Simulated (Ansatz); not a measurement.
Values for one crystal, relaxed and computed with the program Ansatz at the r²SCAN level (PAW); other levels are named.

Volume per atom: 10.62 Å³
Electronic character: metallic (no gap)
Mechanical stability: stable (all eigenvalues of C positive)
Formation energy from the elements (no fitted shifts): -0.96 eV/atom
Young's modulus: 325 GPa
Highest zone-centre frequency: 394 cm^-1
Zone-centre stability: no imaginary mode at Γ

### Question
Pick the material that matches.
(A) YTaN3, R3c (Y on 6a, Ta on 6a, N on 18b)
(B) Ta2GeN, P6_3/mmc (Ge on 2d, Ta on 4f, N on 2a)
(C) TaN, rock salt
(D) CdInNO, P3m1 (In on 1b, Cd on 1c, O on 1b, N on 1c)

### Answer
C, TaN, rock salt

Space group Fm-3m (rock salt). This is a known high-temperature phase of the composition, computed here at zero pressure and temperature. The cell was relaxed with r²SCAN under the symmetry of its start. No spin polarisation was allowed. As this level gives no gap, phonon frequencies hold no LO–TO term and depend on the k-mesh and smearing (Fermi–Dirac, 0.1 eV here). The references are the lowest solids computed at this level, not always the standard phases (solids in place of the gases). Spin–orbit coupling is left out wherever it is not named.

Potentials: the earlier of the program's two PAW sets. The files were generated under PBE; for other functionals the program regenerates the frozen cores, and for LDA and PBEsol the local potential too.
